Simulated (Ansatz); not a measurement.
**Perovskite alloy of BaZrO3 and BaHfO3 (6 of 8 Zr sites exchanged), 40 atoms**

Ansatz, PAW, plane waves. PBEsol relaxation of volume and atoms (shape held) at the single k point (¼, ¼, ¼) without its symmetry partners; single points on the relaxed atoms at the Γ point alone, onto which points of the small cell's zone fold. Arrangement: random. No spin–orbit coupling unless named.

Relaxed structure:

```
Ba Hf Zr O
1.0
     8.32579    0.00000    0.00000
     0.00000    8.32579    0.00000
     0.00000    0.00000    8.32579
Ba Hf Zr O
8 6 2 24
Direct
  0.99905 0.00026 0.00033
  0.99897 0.99997 0.50040
  0.99900 0.50017 0.00031
  0.99898 0.50024 0.50018
  0.49896 0.00034 0.00011
  0.49895 0.00010 0.50036
  0.49907 0.50001 0.00051
  0.49918 0.50008 0.50022
  0.24907 0.25004 0.25059
  0.24905 0.25013 0.75060
  0.24905 0.75011 0.75053
  0.74909 0.25016 0.25058
  0.74908 0.75028 0.25044
  0.74895 0.75008 0.75040
  0.24917 0.75016 0.25048
  0.74907 0.25022 0.75042
  0.24911 0.24934 0.00076
  0.24955 0.25080 0.50073
  0.24871 0.75107 0.99972
  0.24945 0.74957 0.50128
  0.74941 0.25230 0.00131
  0.74927 0.24854 0.49978
  0.74942 0.74813 0.00042
  0.74889 0.75203 0.50041
  0.99930 0.25025 0.25092
  0.99999 0.25090 0.75084
  0.99847 0.75041 0.25104
  0.99907 0.74868 0.75005
  0.49932 0.25045 0.25076
  0.49837 0.24902 0.75130
  0.50005 0.75014 0.25023
  0.49911 0.75112 0.75072
  0.24968 0.00091 0.25127
  0.24831 0.00011 0.75013
  0.24970 0.49930 0.25007
  0.25025 0.50009 0.75154
  0.74953 0.00026 0.24866
  0.75031 0.99930 0.75218
  0.74959 0.50017 0.25263
  0.74801 0.50079 0.74833
```

Q: What are the mean bond lengths by pair (pairs within 1.2 times the sum of covalent radii, less contacts 15 % beyond the pair's median; cation–cation pairs of compounds aside; long ionic contacts are cut short by that bound)?

A: Ba–O 2.944 ± 0.009 Å (standard deviation, 96 bonds); Hf–O 2.079 ± 0.003 Å (standard deviation, 36 bonds); O–Zr 2.088 ± 0.001 Å (standard deviation, 12 bonds).

Q: What gap lies between the top filled and the lowest empty level in the single points?

A: HSE06 4.91 eV (13 s on NVIDIA GB300); r²SCAN 3.91 eV (3.4 s on NVIDIA GB300).
